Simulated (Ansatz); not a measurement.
**Ag: computed property card**

Ag:
```xyz
1
Lattice="2.8141 0.0000 0.0000 -1.4071 2.4371 0.0000 0.0000 0.0000 2.7354" Properties=species:S:1:pos:R:3 pbc="T T T"
Ag     0.0000     0.0000     0.0000
```

Space group P6/mmm (No. 191), simple hexagonal; conventional cell a = b = 2.814 Å, c = 2.735 Å, α = β = 90.00°, γ = 120.00°.

Method: DFT-r²SCAN in the program Ansatz with PAW potentials. The cell and atoms are relaxed at this level. Other levels are named where they apply.

### Cell and energy

- Volume per atom = 18.76 Å³
- Density = 9.55 g/cm³

### Electronic structure

- Electronic character = metallic (no gap)
- Density of states at the Fermi level = 0.26 states/eV per atom (mean over ±0.08 eV)
- Gap with spin–orbit coupling = none (metallic)

### Mechanics

- Bulk modulus (Birch–Murnaghan fit) = 88.4 GPa
- Pressure derivative B′ = 5.7
- Elastic constants (relaxed ions, GPa) = C11 = 174, C12 = 86.6, C13 = 17.4, C33 = 206, C44 = -12.9
- Mechanical stability = unstable (C has a negative eigenvalue)

The start of the workflow was typed in or built on a structure type; neither database checked (COD, Materials Project) lists it. It is not the phase usual at ambient conditions (space group No. 225). The r²SCAN relaxation kept the symmetry of its start. No spin polarisation was allowed. As this level gives no gap, shear constants depend on the k-mesh and smearing (Fermi–Dirac, 0.1 eV here). Axis ratios of metals converge slowly with the k-mesh, so a and c are less sure than the volume. Scalar-relativistic: spin–orbit coupling is off unless named, which matters more the heavier the elements.

Potentials: the later of the program's two PAW sets.
